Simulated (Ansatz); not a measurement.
# SrZr₂As₂: settings compared (Ansatz)

input.yaml:

```yaml
crystal:
  lattice:
    - [0.0, 4.021559, 0.0]
    - [4.021559, 0.0, 0.0]
    - [2.010779, 2.010779, -6.153176]
  atoms:
    - { symbol: As, position: [0.3525, 0.3525, 0.295] }
    - { symbol: As, position: [0.6475, 0.6475, 0.705] }
    - { symbol: Sr, position: [0.0, 0.0, 0.0] }
    - { symbol: Zr, position: [0.75, 0.25, 0.5] }
    - { symbol: Zr, position: [0.25, 0.75, 0.5] }
  symmetry: { tolerance: 0.0003 }
kpoints:
  mp_grid: { grid: [5, 5, 5], shift: [0, 0, 0] }
magnetization:
  spin_polarized: false
scf:
  occupations: { method: methfessel_paxton, width: 0.0754 }
hamiltonian:
  pseudopotentials: { kind: paw }
  xc: r2scan
basis:
  ecutwfc: 500
output:
  forces: true
  stress: true
  eigenvalues: true
  write_density: true
  write_potential: true
  elf: true
  volumetric_format: npy
```

Run with:

```bash
ansatz run input.yaml --threads 1 --pin off --max-ram 2560MiB --backend cpu --events-out ev --progress --plain --runs-dir out
```

Origin of the cell: a known structure type with other elements, at an estimated volume, so it need not be a known compound.

Output of this run (shortened):

```
SCF iter   1: F=—  HF=-21674.206054 eV  Δρ=6.49e-3  dr2=5.65e-2  dr2_τ=1.40e-1  defer=2
SCF iter   2: F=—  HF=-21674.402956 eV  S|Δr|=    0.00e0  Δρ=3.95e-3  dr2=1.54e-2  dr2_τ=6.69e-4  defer=31
SCF iter   3: F=—  HF=-21674.413485 eV  S|Δr|=    0.00e0  Δρ=1.48e-3  dr2=2.47e-3  dr2_τ=1.52e-4  defer=31
SCF iter   4: F=—  HF=-21674.414200 eV  S|Δr|=    0.00e0  Δρ=4.21e-4  dr2=1.87e-4  dr2_τ=1.04e-5  defer=31
SCF iter   5: F=—  HF=-21674.414297 eV  S|Δr|=    0.00e0  Δρ=1.02e-4  dr2=1.23e-5  dr2_τ=7.79e-7  defer=31
SCF iter   6: F=—  HF=-21674.414299 eV  S|Δr|=    0.00e0  Δρ=2.14e-5  dr2=5.55e-7  dr2_τ=1.05e-8  defer=31
SCF iter   7: F=-21674.414299 eV  HF=-21674.414299 eV  S|Δr|=    0.00e0  Δρ=4.90e-6  dr2=2.04e-8  dr2_τ=3.12e-9
SCF 1 converged in 7 iterations: F = -21674.414299 eV  dr2 = 2.04e-8
SCF converged after 7 iterations
Stability not checked: this state was not tested for a lower state beside it, because cold or Methfessel-Paxton smearing, or corrected tetrahedra, fill the levels in a way that the test cannot read (fill_not_monotonic; […]
Free energy (F): -21674.414299 eV
Harris-Foulkes:  -21674.414299 eV  (|F-HF|=2.35e-8)
Internal energy: -21674.415363 eV  (E = F + TS)
E sigma→0 (E₀):  -21674.414565 eV
Entropy (-TS):   0.001064 eV (0.213 meV/atom)
Fermi energy:    14.834944 eV
--- Per-component energies (eV) ---
  E_band       = -593.675982
  E_kinetic    = 1166.487147
  E_local      = -6167.254186  (includes V_loc(G=0)·N_el)
  E_nonlocal   = -977.287269
  E_hartree    = 2949.232601
  E_xc         = -641.446166
  E_vxc        = -794.951541  (∫ρ·V_xc dr)
  E_paw        = -12354.454951  (= ΣΔE_a)
  E_vpaw       = 236.479116  (= ΣTr[D̂ρ^β])
  E_aug_tail   = 0.000006  (compensation charges beyond the density's cutoff)
  E_vtau       = 44.386674  (kinetic-family band-sum trace: ∫τ·v_τ [+ j·A + Jᵃ·Aᵃ] dr)
  E_ewald      = -5646.302210
  E_core_change = -3.390335  (= ΣΔE_core)
  E_smearing   = 0.001064  (= −TS)
  Σ components = -21674.414299   (vs F -21674.414299, Δ=0.00e0)
--- Forces (eV/Å), atoms counted from 1 ---
  atom   1  As     0.000000     0.000000     8.146391
  atom   2  As    -0.000000    -0.000000    -8.146391
  atom   3  Sr     0.000000    -0.000000     0.000000
  atom   4  Zr     0.000000    -0.000000    -0.000000
  atom   5  Zr    -0.000000     0.000000     0.000000
  max |Σ_I F_I| component: 5.55e-17 eV/Å
--- Stress (GPa, compression-positive) ---
       53.889088      -0.000000      -0.000001
       -0.000000      53.889088      -0.000001
       -0.000001      -0.000001      38.628716
  P = ⅓ Tr σ = 48.8023 GPa (488.023 kbar)
```

The same input was run again with these changes:

1. `scf.initial_density.chi_scale` default → 0.3
2. `accuracy` default → high
3. `hamiltonian.xc` r2scan → pbe
4. `magnetization` { spin_polarized: false } → { spin_polarized: true } (starts: flip); typed moments: none

| run | end | SCF iterations | P (GPa) | max force component (eV/Å) | moment (μB) | ΔE(σ→0) (meV/atom) |
| --- | --- | --- | --- | --- | --- | --- |
| base | converged | 7 | 48.80 | 8.146 | – | 0 |
| 1 | converged | 10 | 48.80 | 8.146 | – | 0.00 |
| 2 | converged | 10 | 48.80 | 8.146 | – | 0.00 |
| 3 | converged | 8 | 48.29 | 8.111 | – | – |
| 4 | converged | 13 | 48.80 | 8.147 | 0.00 | 0.00 |

Energies are compared only where functional, datasets, charge and starting cell are the same.

Caveats of the base run: no moments, though an odd count or open d shells may carry them; the given cell is far from equilibrium, with atoms too close or a volume far off; the k mesh is coarse if the cell is a metal.

Run 4: spin is on but no moment was typed.

Time of the base run: 17 s on 1 thread of Arm Neoverse V1 (shared host), peak memory 0.58 GiB, from the program's own first density.
